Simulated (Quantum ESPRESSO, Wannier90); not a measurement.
## VBiO4 (I4₁/a): Wannier90 run

```xyz
12
Lattice="5.1221 0.0000 0.0000 0.0000 5.1221 0.0000 -2.5611 -2.5611 5.7961" Properties=species:S:1:pos:R:3 pbc="T T T"
V      2.5611     2.5611     0.0000
V     -2.5611     0.0000     2.8980
Bi     0.0000     0.0000     0.0000
Bi     0.0000    -2.5611     2.8980
O     -1.8387     1.2804    -0.9173
O     -1.2804     0.7224     1.9807
O      1.8387    -1.2804    -0.9173
O      1.2804    -0.7224     1.9807
O     -0.7224    -1.2804    -1.9807
O      1.2804     1.8387     0.9173
O      0.7224     1.2804    -1.9807
O     -1.2804    -1.8387     0.9173
```

Structure: Materials Project mp-23044, symmetrised, not relaxed again. COD (Crystallography Open Database) has the formula in 4 space groups, this one among them (matched by group alone). Method: PBEsol plane waves in Quantum ESPRESSO 7.5 (PseudoDojo norm-conserving files, 68 Ry, no spin polarisation, no spin-orbit coupling), Bloch states on a 4×4×4 mesh through Γ, Wannier90 4.0.1. Density: 8×8×8 mesh, cold smearing 0.01 Ry. Spin-orbit coupling is left out although heavy elements are present.

Bands 27-28 form an isolated set from -9.90 to -8.93 eV relative to the valence-band maximum (on the path) and are turned into 2 Wannier functions by minimising the spread from the start: atomic waves Bi 6s.

Centres (Cartesian, Å; one of the equivalent choices) and spreads:

| n | x | y | z | spread (Å²) | nearest atom |
|---|---|---|---|---|---|
| 1 | 0.000 | 0.000 | 0.000 | 2.936 | Bi3 |
| 2 | 0.000 | -2.561 | 2.898 | 2.936 | Bi4 |

Ω_I = 5.87 Å², Ω_total = 5.87 Å²; the interpolated bands follow pw.x to 0.1 meV rms on the path. Only this start was tried; a symmetric start can stop on a saddle, and mixtures of these functions could lower the total by at most Ω_total − Ω_I.
